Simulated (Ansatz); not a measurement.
A geometry of SnO away from equilibrium: step 42 of the relaxation of a relaxed SnO cell, doubled along one cell vector, shaken by Gaussian noise of σ = 0.08 Å a coordinate. All values below come from r2SCAN (plane waves to 500 eV, PAW, scalar-relativistic; Ansatz, a first-principles code). Γ-centred k-mesh 5×5×2 on the run's cell (coarser than for final values), Fermi–Dirac smearing 0.05 eV. The plane waves were selected for a different cell earlier on the path.

```
CELL_PARAMETERS angstrom
      5.09036     0.03084    -0.01475
     -2.51847     4.26749     0.03183
     -0.03339     0.06393    10.83005
ATOMIC_POSITIONS crystal
  Sn 0.92949 0.89268 0.91406
  Sn 0.70487 0.45381 0.50825
  Sn 0.15109 0.05154 0.24622
  Sn 0.54424 0.26012 0.84196
  Sn 0.76974 0.28991 0.17544
  Sn 0.95649 0.08741 0.57995
  O  0.89403 0.62503 0.32974
  O  0.81375 0.11401 0.76184
  O  0.96388 0.71865 0.09290
  O  0.37386 0.24348 0.65903
  O  0.28716 0.24961 0.42451
  O  0.69991 0.08208 0.99520
```

Problem. Give the Cartesian forces on all atoms (eV/Å).

Solution. 
```
atom     Fx     Fy     Fz
----  -----  -----  -----
Sn1   -0.24  -0.28   0.11
Sn2   -0.40   0.24  -0.24
Sn3    0.06  -0.17   0.17
Sn4    0.15   0.02  -0.18
Sn5   -0.12   0.11  -0.12
Sn6    0.32  -0.01   0.10
O7     0.13   0.00  -0.12
O8    -0.01  -0.23  -0.03
O9    -0.04   0.02  -0.13
O10    0.05   0.17   0.12
O11    0.03  -0.05   0.13
O12    0.07   0.17   0.20
```

The path ends in P3₁21 (No. 152). No spin polarisation in the result.

The end of the path is a generated cell of SnO: the first start was made by placing the elements on the sites of a structure type, and the end was not matched to a known phase here, so it may be hypothetical. Known forms of SnO include space group No. 129.
